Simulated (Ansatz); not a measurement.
Ga4SbP3, ordered on the zincblende lattice (P-43m) with 8 atoms a cell, relaxed with r2SCAN in the PAW code Ansatz: space group P-43m (No. 215), cubic; conventional cell a = 5.624 Å, 22.23 Å³ an atom. Around P lie 4 Ga at 2.40 Å; around Ga lie 3 P at 2.40 Å and 1 Sb at 2.55 Å; around Sb lie 4 Ga at 2.55 Å. The primitive cell holds 8 atoms in 177.85 Å³. These are computed values for a non-magnetic cell that may be hypothetical; none is a measurement.

Computed values: Without spin-orbit coupling PBE's valence top is a threefold level at Γ and the gap is 0.438 eV; with it the level splits into four states above two, Δ₀ = 0.307 eV apart. HSE06 (4×4×4) gives a least gap of 1.09 eV, direct. r2SCAN's ε∞ is 10.89.

Problem. What is the density?

Solution. The cell holds 3 P, 4 Ga, 1 Sb: M = 3×30.974 + 4×69.723 + 1×121.760 = 493.57 u in V = 177.85 Å³. ρ = 1.66054 × M/V = 1.66054 × 493.57/177.85 = 4.608 g/cm³, for the static r2SCAN lattice.

Problem. If the centre of gravity stays and the conduction band doesn't move, what gap follows with spin-orbit coupling?

Solution. The fourfold level rises by Δ₀/3 = 0.102 eV and the twofold one falls by 2Δ₀/3, so E_g ≈ 0.438 − 0.102 = 0.336 eV. The PBE+SOC run gives 0.339 eV, +0.003 eV from the estimate.

Problem. At what wavelength does absorption set in by HSE06, excitons left aside?

Solution. λ = 1239.84 eV nm/E: 1137 nm for the least gap. That lies in the infrared.

Problem. What refractive index and reflectivity at normal incidence follow, below the gap and above the phonons?

Solution. n = √10.89 = 3.300; R = ((n − 1)/(n + 1))² = (2.300/4.300)² = 28.6 % a face.

Only the levels marked +SOC include spin-orbit coupling.

The meshes of the hybrids are coarse, so their gaps aren't converged to the digits shown.

For a response run the program warns that the ground state's bands aren't all converged, so ε∞ carries an extra error.
